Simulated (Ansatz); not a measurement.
A crystal relaxed with r2SCAN in Ansatz has space group P6_3mc (No. 186) and a = 3.079 Å, c = 20.139 Å.

```tsv
atom	site	x	y	z
Xx	2b	0.3333	0.6667	0.8752
Xx	2b	0.3333	0.6667	0.6250
Xx	2a	0.0000	0.0000	0.0001
Xx	2b	0.6667	0.3333	0.7501
C	2b	0.3333	0.6667	0.3441
C	2b	0.6667	0.3333	0.2187
C	2a	0.0000	0.0000	0.5939
C	2b	0.3333	0.6667	0.9689
```

The r2SCAN gap is indirect, 2.13 eV (Γ to M), below the direct gap of 3.27 eV at M. With HSE06 the valence top lies at Γ and the conduction bottom at M, 2.65 eV higher; the smallest vertical gap, at M, is 3.85 eV. Meshes: r2SCAN 12×12×2, HSE06 6×6×2. r2SCAN's ε∞ is 6.5 along x and y, 6.7 along z.

Problem. Which element is Xx?
A. Si
B. Ge
C. Sn
D. Pb

Solution. A. Xx is Si: a 16-atom cell of SiC (P6_3mc) from a materials database. Si has 4 C at 1.88–1.89 Å; Si has 4 C at 1.89 Å; C has 4 Si at 1.88–1.89 Å; C has 4 Si at 1.89 Å.

Spin-unpolarised throughout; all numbers are computed.

The meshes of the hybrids are coarse, so their gaps aren't converged to the digits shown.

For a response run the program warns that the ground state's bands aren't all converged, so ε∞ carries an extra error.
